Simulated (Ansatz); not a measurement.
According to r²SCAN (plane waves, PAW; program Ansatz), AlBRu₃ in the cubic perovskite structure (Pm-3m) relaxes to a = 4.026 Å. Al has 12 nearest neighbours from 2.85 Å (cuboctahedral); B has 6 nearest neighbours from 2.01 Å (octahedral). Against the elements it lies at -0.11 eV/atom, with no fitted shifts.

Electronic character: metallic (no gap). Gap from r²SCAN with spin–orbit coupling: none (metallic).

The bulk modulus is 242 GPa. The relaxed-ion elastic constants in GPa are C11 = 486, C12 = 121, C44 = 77.6. The elastic constants imply a Debye temperature near 503 K. Bader charges are Al +1.64, Ru -0.49, B -0.18 e.

The start of the workflow was typed in or built on a structure type; neither database checked (COD, Materials Project) lists it. Whether it is the stable phase at ambient conditions was not checked. Symmetry was held in the r²SCAN relaxation; its stability against distortions is not shown here. The run is not spin-polarised. The volume moved by -15 % from the start of the relaxation. As this level gives no gap, shear constants depend on the k-mesh and smearing (Fermi–Dirac, 0.1 eV here). The references are the lowest solids computed at this level, not always the standard phases. Scalar-relativistic: spin–orbit coupling is off unless named, which matters more the heavier the elements.

Potentials: the later of the program's two PAW sets.
